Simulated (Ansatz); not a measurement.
BeAg:
Space group Pm-3m (No. 221); a = b = c = 2.9313 Å, α = β = γ = 90.00°

```json
[
 {"atom": "Be", "site": "1a", "symmetry": "m-3m", "x": "0.0000", "y": "0.0000", "z": "0.0000"},
 {"atom": "Ag", "site": "1b", "symmetry": "m-3m", "x": "0.5000", "y": "0.5000", "z": "0.5000"}
]
```

Relaxed with r²SCAN.

Problem. Tabulate the valence density and the electron localisation function along the shortest Ag–Ag contact (2.93 Å), r²SCAN (plane waves, PAW; program Ansatz).

Solution. 

```
distance from Ag (Å)  density (e/Å³)   ELF
--------------------  --------------  ----
0.29                           15.51  0.76
0.44                           10.62  0.66
0.59                            6.16  0.57
0.73                            2.96  0.47
0.88                            1.23  0.35
1.03                            0.57  0.23
1.17                            0.34  0.18
1.32                            0.25  0.18
1.47                            0.23  0.19
1.61                            0.25  0.18
1.76                            0.34  0.18
1.91                            0.57  0.23
2.05                            1.23  0.35
2.20                            2.96  0.47
2.35                            6.16  0.57
2.49                           10.62  0.66
2.64                           15.51  0.76
```

The density is the valence pseudo-density with augmentation charge, so density and ELF within about 1 Å of a nucleus are not all-electron values.

The start of the workflow was typed in or built on a structure type; neither database checked (COD, Materials Project) lists it. Whether it is the stable phase at ambient conditions was not checked. The cell was relaxed with r²SCAN under the symmetry of its start; whether a distortion lowers the energy is not shown. No spin polarisation was allowed. Its formation energy is positive at this level, so the cell may be metastable or incomplete.

Potentials: the later of the program's two PAW sets.
